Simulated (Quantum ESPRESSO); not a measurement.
## An isovalent swap in NaF: field gradients

Host, cell and atoms relaxed with PBE and no dispersion term (field gradients by the PAW reconstruction of the field gradient on a scalar-relativistic PBE ground state (a modified build of Quantum ESPRESSO, JTH datasets), 30 Ha, k-mesh 5×5×5 through Γ):

```tsv
site	site symmetry	Vzz (10²¹ V/m²)	η_Q	∣C_Q∣ (MHz)
Na (atoms 1, 3, 5, 7)	m-3m	0	–	0 (²³Na)
F (atoms 2, 4, 6, 8)	m-3m	0	–	–
```

Its cell: a = b = c = 4.6649 Å, α = β = γ = 90.00°.

Changed cell (atom 2 is the new one; 30 Ha, k-mesh 5×5×5 through Γ):

```yaml
crystal:
  lattice:
    - [5.02705, 0.00000, 0.00000]
    - [0.00000, 5.02705, 0.00000]
    - [0.00000, 0.00000, 5.02705]
  atoms:
    - { symbol: Na, position: [0.00000, 0.00000, 0.00000] }
    - { symbol: Cl, position: [0.50000, 0.00000, 0.00000] }
    - { symbol: Na, position: [0.00000, 0.50000, 0.50000] }
    - { symbol: F, position: [0.50000, 0.50000, 0.50000] }
    - { symbol: Na, position: [0.50000, 0.00000, 0.50000] }
    - { symbol: F, position: [0.00000, 0.00000, 0.50000] }
    - { symbol: Na, position: [0.50000, 0.50000, 0.00000] }
    - { symbol: F, position: [0.00000, 0.50000, 0.00000] }
```
The cell was made here from a computed Materials Project entry: one of 4 F replaced by Cl, cell and atoms relaxed (PBE without dispersion, pw.x of Quantum ESPRESSO, symmetry kept). The parent is NaF in Fm-3m. The swapped cell is a model, not a known phase. Stability against distortions was not tested.

Quadrupole moments taken as inputs (sizes, barn, from the tables of PySCF and pymatgen): ²³Na 0.104, ³⁵Cl 0.0817.

Convention: |Vzz| is the largest principal value, η_Q = (Vxx − Vyy)/Vzz, |C_Q| = |eQVzz/h|. Cores are frozen. Against all-electron runs on small test molecules, this scheme's |Vzz| missed by −6 to +4 % (−29 % in KF) on F. Na had no test against all-electron runs. Static lattice: thermal averaging is not included.

**Question.** What do the sites of the changed cell show?

**Answer.** 
```json
[
 {"site": "Na1 (atoms 1, 5, 7)", "distance to atom 2 (Å)": "2.51", "Vzz (10²¹ V/m²)": "-0.87", "η_Q": "0.00", "∣C_Q∣ (MHz)": "2.19"},
 {"site": "Cl (atom 2)", "distance to atom 2 (Å)": "–", "Vzz (10²¹ V/m²)": "0", "η_Q": "–", "∣C_Q∣ (MHz)": "0"},
 {"site": "Na2 (atom 3)", "distance to atom 2 (Å)": "4.35", "Vzz (10²¹ V/m²)": "0", "η_Q": "–", "∣C_Q∣ (MHz)": "0"},
 {"site": "F (atoms 4, 6, 8)", "distance to atom 2 (Å)": "3.55", "Vzz (10²¹ V/m²)": "0.24", "η_Q": "0.00", "∣C_Q∣ (MHz)": "–"}
]
```
The swap repeats in every cell, so this is an ordered compound and not a dilute impurity.
